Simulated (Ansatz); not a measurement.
Consider the following.

Cu3Sb:
```cif
data_Cu6Sb2
_chemical_formula_sum 'Cu6 Sb2'
_space_group_name_H-M_alt 'P 1'
_space_group_IT_number 1
_cell_length_a 4.19316
_cell_length_b 5.35105
_cell_length_c 5.11965
_cell_angle_alpha 90.000
_cell_angle_beta 90.000
_cell_angle_gamma 90.000
loop_
_space_group_symop_operation_xyz
  'x, y, z'
loop_
_atom_site_label
_atom_site_type_symbol
_atom_site_fract_x
_atom_site_fract_y
_atom_site_fract_z
_atom_site_occupancy
Cu1 Cu 0.50000 0.00000 0.27531 1
Cu2 Cu 0.00000 0.50000 0.72469 1
Cu3 Cu 0.00000 0.24638 0.14418 1
Cu4 Cu 0.00000 0.75362 0.14418 1
Cu5 Cu 0.50000 0.25362 0.85582 1
Cu6 Cu 0.50000 0.74638 0.85582 1
Sb1 Sb 0.00000 0.00000 0.64964 1
Sb2 Sb 0.50000 0.50000 0.35036 1
```

This is the PBEsol-relaxed structure.

Q: All from the program Ansatz at the PBEsol level (PAW), unless another level is named. Estimate the bulk modulus (Birch–Murnaghan fit).

A: 99.5 GPa.

Q: Give the highest zone-centre frequency.

A: 215 cm^-1.

Space group Pmmn. The first step of the workflow began from a Materials Project structure, measured or hypothetical; the Crystallography Open Database copy checked does not list it. Its standing as an ambient phase is unchecked. Symmetry was held in the PBEsol relaxation; its stability against distortions is not shown here. No spin polarisation was allowed. As this level gives no gap, phonon frequencies hold no LO–TO term and depend on the k-mesh and smearing (Fermi–Dirac, 0.1 eV here). Scalar-relativistic: spin–orbit coupling is off unless named, which matters more the heavier the elements.

Potentials: the later of the program's two PAW sets.
